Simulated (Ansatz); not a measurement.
Relaxed-ion elastic tensor of LiTi$_{3}$C$_{2}$O$_{2}$ in space group P6_3/mmc (No. 194; Pearson symbol hP16) in GPa (Voigt order), plane-wave PAW PBE+D3(BJ) (Ansatz code); density 4.48 g/cm³, 9.57 Å³ per atom.

```
  443    111   60.8    0.0    0.0    0.0
  111    443   60.8    0.0    0.0    0.0
 60.8   60.8    367    0.0    0.0    0.0
  0.0    0.0    0.0  -26.7    0.0    0.0
  0.0    0.0    0.0    0.0  -26.7    0.0
  0.0    0.0    0.0    0.0    0.0    166
```

**Question.** Is the crystal mechanically stable?

**Answer.** No: the smallest eigenvalue of C is -26.7 GPa.

A made-up cell: these elements were put on the sites of a structure type; neither database checked (COD, Materials Project) lists it. Whether it is the stable phase at ambient conditions was not checked. The cell was relaxed with PBE+D3(BJ) under the symmetry of its start. At this level the phase is mechanically unstable. The run is not spin-polarised. As this level gives no gap, shear constants depend on the k-mesh and smearing (Fermi–Dirac, 0.1 eV here).

Potentials: the later of the program's two PAW sets.
